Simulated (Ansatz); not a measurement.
Level: r2SCAN, no spin polarisation; 500 eV; 5×5×4 Γ-centred mesh; fermi-dirac occupations (width 0.1 eV); Ansatz 0.2.0, fixed geometry.

Computed maps in the lattice plane spanned by b (left to right, 8.32 Å, 25 points from zero) and c (bottom to top, 5.50 Å, 17 points from zero), 86° apart, at height 0.199 along a. The fields are smooth PAW ones with compensation charges, not the true ones near nuclei.

Valence density. Digits on a logarithmic scale: 0 up to 0.03 e/Å³, each further digit a factor of 1.6, 9 from 1.3 e/Å³ up:
```
4444569999853322334566654
4445568999643322345799965
5555666776543322345999996
6666666555543333346999996
5566666555543333335899996
5556666666543333334689965
4445567999643332334556554
4444569999853322233444444
4444569999953322233344444
7654457999753322223334456
9965445788643355433334589
9985445566544699853334699
9996444555544999973334699
9985445665544899973334589
9865457997543699963334468
5544569999743356543344455
4444579999853333333444444
```

ELF. Ten even steps from '0' (0.03) to '9' (0.95):
```
4334425898202321232111013
4211332564112222321146411
4200132111132000111489831
4200024333541000011599952
4201124434551000010279842
4200132111231000021124312
4211332343112000144211013
3333424787202212345433333
1234313898301222245554321
1113301576201000014443201
4311320132110011001442113
8621332222320266500231147
9731343345530552540231037
6521321112420542540132025
2112311342120266620243212
1013204886100013101444321
2234216998301000013322233
```

**Question.** The cell is Na$_{2}$Cr$_{4}$Fe. Which atoms lie within 0.2 Å of this plane, and where (fractions of b and c)?

**Answer.** Na at (0.60, 0.20), Fe at (0.00, 0.25), Cr at (0.85, 0.77), Cr at (0.30, 0.99). The whole cell:
```
Na Fe Cr
1.0
     0.00000    5.53392    0.00000
     7.85024   -2.76696    0.00000
     0.37716    0.00000   -5.48303
Na Fe Cr
4 2 8
Direct
  0.19940 0.59620 0.19990
  0.60320 0.40380 0.30010
  0.80060 0.40380 0.80010
  0.39680 0.59620 0.69990
  0.77860 0.00000 0.75000
  0.22140 0.00000 0.25000
  0.21534 0.84510 0.77201
  0.37024 0.15490 0.72799
  0.78466 0.15490 0.22799
  0.62976 0.84510 0.27201
  0.82875 0.69582 0.01422
  0.13293 0.30418 0.48578
  0.17125 0.30418 0.98578
  0.86707 0.69582 0.51422
```

Origin: a known structure type with other elements, at an estimated volume, so it need not be a known compound. Caveats: no spin polarisation, so a magnetic state may lie lower; atoms or cell far from equilibrium.
